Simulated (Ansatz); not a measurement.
This is a relaxation of cell and atoms with Ansatz on Al3GaAs4, ordered on the zincblende lattice (R3m) with 8 atoms a cell; the level of theory is PBE. The start is a rough guess from atomic radii.

```yaml
crystal:
  lattice:
    - [1.9234209957, 1.1104876296, 12.5637333333]
    - [-1.9234209957, 1.1104876296, 12.5637333333]
    - [0.0, -2.2209752593, 12.5637333333]
  atoms:
    - { symbol: Al, position: [1.0, 0.0, 0.0] }
    - { symbol: Al, position: [0.25, 0.25, 0.25] }
    - { symbol: Al, position: [0.5, 0.5, 0.5] }
    - { symbol: Ga, position: [0.75, 0.75, 0.75] }
    - { symbol: As, position: [0.3125, 0.3125, 0.3125] }
    - { symbol: As, position: [0.5625, 0.5625, 0.5625] }
    - { symbol: As, position: [0.8125, 0.8125, 0.8125] }
    - { symbol: As, position: [0.0625, 0.0625, 0.0625] }
kpoints:
  mp_grid: { grid: [8, 8, 8] }
hamiltonian:
  xc: pbe
scf:
  occupations: { method: fermi_dirac, width: 0.02 }
relax:
  f_tol: 0.005
  cell: {}
output:
  write_density: true
  write_potential: true
  elf: true
  volumetric_format: npy
```

The trajectory has 7 recorded frames, each with fractional positions and then forces in eV/Å along x, y and z. Some frames, the last among them, repeat a geometry solved again on a basis re-selected at its cell; pressure is positive in compression.

Step 1: energy 0.0 meV/atom from step 1, largest force component 0.080 eV/Å, pressure +14.51 GPa; a = 12.759 Å, b = 12.759 Å, c = 12.759 Å, α = 17.34°, β = 17.34°, γ = 17.34°
```
Al 0.0000 0.0000 0.0000     0.000   0.000  -0.004
Al 0.2500 0.2500 0.2500     0.000   0.000  -0.006
Al 0.5000 0.5000 0.5000     0.000   0.000  -0.051
Ga 0.7500 0.7500 0.7500     0.000   0.000   0.020
As 0.3125 0.3125 0.3125     0.000   0.000   0.028
As 0.5625 0.5625 0.5625     0.000   0.000   0.012
As 0.8125 0.8125 0.8125     0.000   0.000   0.079
As 0.0625 0.0625 0.0625     0.000   0.000  -0.080
```

Step 2: energy -128.1 meV/atom from step 1, largest force component 0.018 eV/Å, pressure +2.41 GPa; a = 13.286 Å, b = 13.286 Å, c = 13.286 Å, α = 17.35°, β = 17.35°, γ = 17.35°
```
Al 0.9999 0.9999 0.9999     0.000   0.000   0.005
Al 0.2500 0.2500 0.2500     0.000   0.000  -0.002
Al 0.5000 0.5000 0.5000     0.000   0.000  -0.013
Ga 0.7501 0.7501 0.7501     0.000   0.000   0.001
As 0.3125 0.3125 0.3125     0.000   0.000  -0.002
As 0.5625 0.5625 0.5625     0.000   0.000   0.006
As 0.8127 0.8127 0.8127     0.000   0.000   0.018
As 0.0624 0.0624 0.0624     0.000   0.000  -0.013
```

Step 3: energy -133.4 meV/atom from step 1, largest force component 0.006 eV/Å, pressure +0.50 GPa; a = 13.403 Å, b = 13.403 Å, c = 13.403 Å, α = 17.35°, β = 17.35°, γ = 17.35°
```
Al 0.9999 0.9999 0.9999     0.000   0.000   0.000
Al 0.2500 0.2500 0.2500     0.000   0.000   0.001
Al 0.5000 0.5000 0.5000     0.000   0.000   0.000
Ga 0.7501 0.7501 0.7501     0.000   0.000  -0.004
As 0.3125 0.3125 0.3125     0.000   0.000   0.001
As 0.5625 0.5625 0.5625     0.000   0.000   0.001
As 0.8127 0.8127 0.8127     0.000   0.000   0.006
As 0.0623 0.0623 0.0623     0.000   0.000  -0.004
```

Step 4: energy -133.6 meV/atom from step 1, largest force component 0.002 eV/Å, pressure +0.03 GPa; a = 13.434 Å, b = 13.434 Å, c = 13.434 Å, α = 17.35°, β = 17.35°, γ = 17.35°
```
Al 0.9999 0.9999 0.9999     0.000   0.000   0.001
Al 0.2500 0.2500 0.2500     0.000   0.000   0.000
Al 0.5000 0.5000 0.5000     0.000   0.000  -0.001
Ga 0.7501 0.7501 0.7501     0.000   0.000  -0.001
As 0.3125 0.3125 0.3125     0.000   0.000  -0.001
As 0.5625 0.5625 0.5625     0.000   0.000  -0.001
As 0.8127 0.8127 0.8127     0.000   0.000   0.002
As 0.0623 0.0623 0.0623     0.000   0.000   0.000
```

Step 5: energy -135.0 meV/atom from step 1, largest force component 0.002 eV/Å, pressure +0.10 GPa; a = 13.434 Å, b = 13.434 Å, c = 13.434 Å, α = 17.35°, β = 17.35°, γ = 17.35°
```
Al 0.9999 0.9999 0.9999     0.000   0.000   0.001
Al 0.2500 0.2500 0.2500     0.000   0.000   0.000
Al 0.5000 0.5000 0.5000     0.000   0.000   0.000
Ga 0.7501 0.7501 0.7501     0.000   0.000  -0.001
As 0.3125 0.3125 0.3125     0.000   0.000  -0.001
As 0.5625 0.5625 0.5625     0.000   0.000  -0.001
As 0.8127 0.8127 0.8127     0.000   0.000   0.002
As 0.0623 0.0623 0.0623     0.000   0.000   0.000
```

Step 6: energy -135.0 meV/atom from step 1, largest force component 0.001 eV/Å, pressure 0.00 GPa; a = 13.441 Å, b = 13.441 Å, c = 13.441 Å, α = 17.35°, β = 17.35°, γ = 17.35°
```
Al 0.9999 0.9999 0.9999     0.000   0.000  -0.001
Al 0.2500 0.2500 0.2500     0.000   0.000   0.000
Al 0.5000 0.5000 0.5000     0.000   0.000   0.000
Ga 0.7501 0.7501 0.7501     0.000   0.000   0.000
As 0.3125 0.3125 0.3125     0.000   0.000   0.001
As 0.5625 0.5625 0.5625     0.000   0.000   0.001
As 0.8127 0.8127 0.8127     0.000   0.000   0.000
As 0.0623 0.0623 0.0623     0.000   0.000   0.000
```

Step 7: energy -135.0 meV/atom from step 1, largest force component 0.001 eV/Å, pressure 0.00 GPa; a = 13.441 Å, b = 13.441 Å, c = 13.441 Å, α = 17.35°, β = 17.35°, γ = 17.35°
```
Al 0.9999 0.9999 0.9999     0.000   0.000  -0.001
Al 0.2500 0.2500 0.2500     0.000   0.000   0.000
Al 0.5000 0.5000 0.5000     0.000   0.000   0.000
Ga 0.7501 0.7501 0.7501     0.000   0.000   0.000
As 0.3125 0.3125 0.3125     0.000   0.000   0.001
As 0.5625 0.5625 0.5625     0.000   0.000   0.001
As 0.8127 0.8127 0.8127     0.000   0.000   0.000
As 0.0623 0.0623 0.0623     0.000   0.000   0.000
```

In 5 steps the volume changed by +17.0 %; between the first SCF and the last, each on a basis chosen for its cell, the energy fell by 135 meV an atom. Final cell: it is trigonal, R3m (No. 160); conventional cell a = 4.054 Å, c = 39.707 Å, 23.55 Å³ an atom. Around Al lie 4 As at 2.48 Å; around Ga lie 4 As at 2.49 Å; around As lie 4 Al at 2.48 Å; around As lie 3 Al at 2.48 Å and 1 Ga at 2.49 Å; around As lie 1 Al at 2.48 Å and 3 Ga at 2.49 Å.

Run as `ansatz run input.yaml --threads 4 --pin off --max-ram 6451MiB --backend cpu --events-out ev --progress --plain --runs-dir out`.

**Question.** What wall time did it need on 4 threads of Arm Neoverse V2 (shared host), and how much host memory at the peak?

**Answer.** About 2.1 min, with a peak of 0.82 GiB.

The cell comes from a prototype generator: it can be a known phase or a hypothetical one. Spin polarisation is off.
